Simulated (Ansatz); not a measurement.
Relaxed candidate structures of GaCuSe$_{2}$:

A. P-6 (No. 174), hP8; a = b = 4.9991 Å, c = 8.2845 Å, α = β = 90.00°, γ = 120.00°; Cu 1e (0.667, 0.333, 0.000); Cu 1c (0.333, 0.667, 0.000); Ga 2i (0.667, 0.333, 0.278); Se 3k (0.278, 0.332, 0.500); Se 1a (0.000, 0.000, 0.000)

B. P6₃/mmc (No. 194), hP8; a = b = 3.804 Å, c = 14.492 Å, α = β = 90.00°, γ = 120.00°; Cu 2c (0.333, 0.667, 0.250); Ga 2a (0.000, 0.000, 0.000); Se 4f (0.333, 0.667, 0.095)

C. I-42d (No. 122), tI16, chalcopyrite type; a = 5.607 Å, b = 5.607 Å, c = 11.098 Å, α = 90.00°, β = 90.00°, γ = 90.00°; Cu 4a (0.000, 0.000, 0.000); Ga 4b (0.000, 0.000, 0.500); Se 8d (0.250, 0.254, 0.375)

D. P4₂/nnm, origin choice 1 (No. 134), tP8; a = b = 3.9632 Å, c = 9.7151 Å, α = β = γ = 90.00°; Cu 2b (0.000, 0.000, 0.500); Ga 2a (0.000, 0.000, 0.000); Se 4e (0.250, 0.250, 0.250)

E. Amm2 (No. 38), oS8; a = 3.5988 Å, b = 7.0232 Å, c = 7.3851 Å, α = 90.00°, β = 90.00°, γ = 90.00°; Se 4e (0.500, 0.256, 0.363); Ga 2a (0.000, 0.000, 0.880); Cu 2b (0.500, 0.500, 0.092)

**Question.** Rank these by energy per atom (lowest first), as r2SCAN (plane waves to 500 eV, PAW, scalar-relativistic; Ansatz, a program for electronic structure) gives it.

**Answer.** C (reference, the lowest of the structures calculated here), B (+278 meV/atom), E (+0.52 eV/atom), A (+0.84 eV/atom), D (+0.89 eV/atom)

**Question.** Give each candidate's band gap.

**Answer.** No gap: A, D, E. B: 0.34 eV (no spin-orbit coupling); C: 0.57 eV (no spin-orbit coupling).

2 runs with a doubtful electronic state, a coarser numerical grid, an end not at rest or a source that can't be used are left out. Each run could gain symmetry but not lose that of its start, so entries can be saddle points. From databases, or of a type measured for this composition: I-42d, tI16, chalcopyrite type; the others are generated cells (placed on structure types, drawn at random, substituted or restacked) that were not matched to a known phase here. Static energies at zero pressure. The runs use different k-meshes, so differences are rounded accordingly. No spin polarisation in the result.
